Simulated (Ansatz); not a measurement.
All numbers below come from DFT PBE, scalar-relativistic, plane waves, PAW (Ansatz). All cells share a 420 eV cutoff and Γ-centred k meshes spaced about 0.3 Å⁻¹ or finer (0.25 for metals, 2π included). No spin polarisation.

Temperature and zero-point effects are left out.

Two forms of CaGe2N3 were relaxed alike.

A.

```
Ca Ge N
1.0
    -1.95619    1.95619    4.97457
     1.95619   -1.95619    4.97457
     1.95619    1.95619   -4.97457
Ca Ge N
1 2 3
Direct
  0.00000 0.00000 0.00000
  0.68769 0.68769 0.00000
  0.31231 0.31231 0.00000
  0.50000 0.50000 0.00000
  0.75000 0.25000 0.50000
  0.25000 0.75000 0.50000
```

B.

```
Ca Ge N
1.0
     3.43746    0.00000    0.00000
    -1.71873    2.97693    0.00000
     0.00000    0.00000    8.51225
Ca Ge N
1 2 3
Direct
  0.33333 0.66667 0.66179
  0.00000 0.00000 0.01381
  0.66667 0.33333 0.33180
  0.00000 0.00000 0.24602
  0.66667 0.33333 0.53907
  0.33333 0.66667 0.95751
```

Question: Which would you expect to be lower, and how large is the difference?

Answer: A is lower, by 27 meV/atom. A has space group I4/mmm (No. 139), 12.7 Å³/atom and no gap on its mesh; B has space group P3m1 (No. 156), 14.5 Å³/atom and no gap. Counting N atoms around Ca and Ge (those within 1.25 times the shortest such distance or 1.15 times the sum of covalent radii, 1.27 where that leaves under three; a plus sign parts nearer from farther groups; a slash parts the counts of unlike sites), A has Ca 4+8, Ge 1+4 and B has Ca 3+1, Ge 1+3/4. The denser one is the lower, and pressure would at first widen the difference. In A, Ca has 4 N at 2.77 Å, 2 Ge at 3.11 Å and 8 N at 3.16 Å; Ge is surrounded by 1 N at 1.87 Å, 4 N at 2.05 Å, 4 Ge at 3.03 Å and 1 Ca at 3.11 Å; around N on a site of symmetry 4/mmm lie 2 Ge at 1.87 Å and 4 Ca at 2.77 Å; 1 more site not described. In B, Ca is surrounded by 3 N at 2.24 Å and 1 N at 2.52 Å; around Ge on its first site lie 4 N at 1.98–2.04 Å; N on its first site is surrounded by 1 Ge at 1.98 Å and 3 Ge at 2.11 Å; 3 more sites not described. Both come from trial cells of a structure search, whose lowest cell (P1, 13.6 Å³/atom) lies 213 meV/atom below the lower of the two.

For metals, differences of a few meV/atom aren't resolved. In I4/mmm, P3m1 an odd number of electrons in the primitive cell allows no gap without spin; a larger cell or a magnetic state could open one. Cells relaxed within their symmetry can be saddle points. Some types were kept out of the candidates beforehand, so the set may lack a known form.
